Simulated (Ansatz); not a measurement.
A geometry of Zn away from equilibrium: step 17 of the relaxation of a randomly generated symmetric cell of Zn (space group No. 123). These are PBEsol (plane waves to 420 eV, PAW, scalar-relativistic; Ansatz, a first-principles code) values and carry that method's errors. Γ-centred k-mesh 17×17×7 on the run's cell (coarser than for final values), Fermi–Dirac smearing 0.05 eV.

```xyz
1
Lattice="2.3673 0.0000 0.0000 0.0000 2.3673 0.0000 0.0000 0.0000 2.7604" Properties=species:S:1:pos:R:3:forces:R:3 pbc="T T T" free_energy=-3280.520 pressure_GPa=9.7
Zn     1.1836     1.1836     0.0000    0.0000    0.0000    0.0000
```

Positions in Å, forces in eV/Å, free energy of the cell in eV (comparable only within this code, potentials and settings). Largest force: all forces are below 0.005 eV/Å.

No spin polarisation in the result.

The run could not lose the symmetry of its start: the end is stationary, and may be a saddle point rather than a minimum.

The end of the path is a generated cell of Zn: the first start was made by a random draw of sites in a space group, and the end was not matched to a known phase here, so it may be hypothetical. Known forms of Zn include space group No. 194.
